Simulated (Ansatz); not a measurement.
A geometry of Bi$_{2}$Se$_{3}$ away from equilibrium: the start of the relaxation of a relaxed Bi2Se3 cell stretched uniformly to 150 % of its volume. These are r2SCAN (plane waves to 500 eV, PAW, scalar-relativistic; Ansatz, a program for electronic structure) values and carry that method's errors. Γ-centred k-mesh 6×6×6 on the run's cell (coarser than for final values), Fermi–Dirac smearing 0.05 eV.

```xyz
5
Lattice="2.3839 1.3764 11.5157 -2.3839 1.3764 11.5157 0.0000 -2.7527 11.5157" Properties=species:S:1:pos:R:3:forces:R:3 pbc="T T T" free_energy=-41259.934 pressure_GPa=-9.6
Bi     0.0000     0.0000    13.7396    0.0000    0.0000    0.6813
Bi     0.0000     0.0000    20.8075    0.0000    0.0000   -0.6813
Se     0.0000     0.0000     0.0000    0.0000    0.0000    0.0000
Se     0.0000     0.0000     7.5220    0.0000    0.0000    1.8782
Se     0.0000     0.0000    27.0251    0.0000    0.0000   -1.8782
```

Positions in Å, forces in eV/Å, free energy of the cell in eV (comparable only within this code, potentials and settings). Largest force: 1.88 eV/Å, on Se4, Se5 (atoms numbered as listed); the geometry lies 0.66 eV/atom above the end of its relaxation.

No spin polarisation in the result.

The run could not lose the symmetry of its start.
